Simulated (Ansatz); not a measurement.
KCl (rock salt) is sheared across one {100} plane: the third cell vector gains the shift, so faults repeat every 9.4 Å. The cut lies between planes 3.15 Å apart; the cell height is held.

```yaml
crystal:
  lattice:
    - [4.44934, 0.00000, 0.00000]
    - [0.00000, 4.44934, 0.00000]
    - [2.22467, 2.22467, 9.43847]
  atoms:
    - { symbol: Cl, position: [0.00000, 0.00000, 0.83333] }
    - { symbol: Cl, position: [0.33333, 0.33333, 0.16667] }
    - { symbol: Cl, position: [0.66667, 0.66667, 0.50000] }
    - { symbol: K, position: [0.50000, 0.50000, 0.83333] }
    - { symbol: K, position: [0.83333, 0.83333, 0.16667] }
    - { symbol: K, position: [0.16667, 0.16667, 0.50000] }
```

In-plane vectors a = (4.449, 0.000) Å, b = (0.000, 4.449) Å, area 19.80 Å². The shift is s times the vector a (length 4.449 Å), so s = 1 restores the start. Atoms relax along the normal only. γ = [E(shift) − E(0)] / area.

Level of theory: r2SCAN (plane waves to 500 eV, PAW, scalar-relativistic; Ansatz, a program for electronic structure). k mesh 7×7×7 (Γ-centred), Fermi-Dirac smearing 0.05 eV. Energies are extrapolated to zero smearing. Faults lie only 9.4 Å apart, and holding the cell height raises γ above its relaxed value. KCl was relaxed with its symmetry unable to fall. γ is measured from zero shift.

| s | γ (mJ/m²) |
|---|---|
| 0.000 | 0 |
| 0.083 | 14 |
| 0.167 | 53 |
| 0.250 | withheld |
| 0.333 | 178 |
| 0.417 | 228 |
| 0.500 | 247 |
| 0.583 | 228 |
| 0.667 | 178 |
| 0.750 | withheld |
| 0.833 | 53 |
| 0.917 | 14 |

Question: Fit a Fourier form (three harmonics of 1 − cos and sin) to the given rows and predict γ at s = 0.750.

Answer: Least squares on the 10 given rows: γ = (123.9)·[1 − cos(2πs)] + (-5.3)·[1 − cos(4πs)], in mJ/m²; root-mean-square residual 0.6 mJ/m². At 0.750 the fit gives 113 mJ/m²; the calculation gives 112 mJ/m², so the interpolation is off by 1 (+0.9 %). 

(The slope of γ gives the shear force per area between the displaced halves; near zero shift its curvature is an elastic stiffness.)
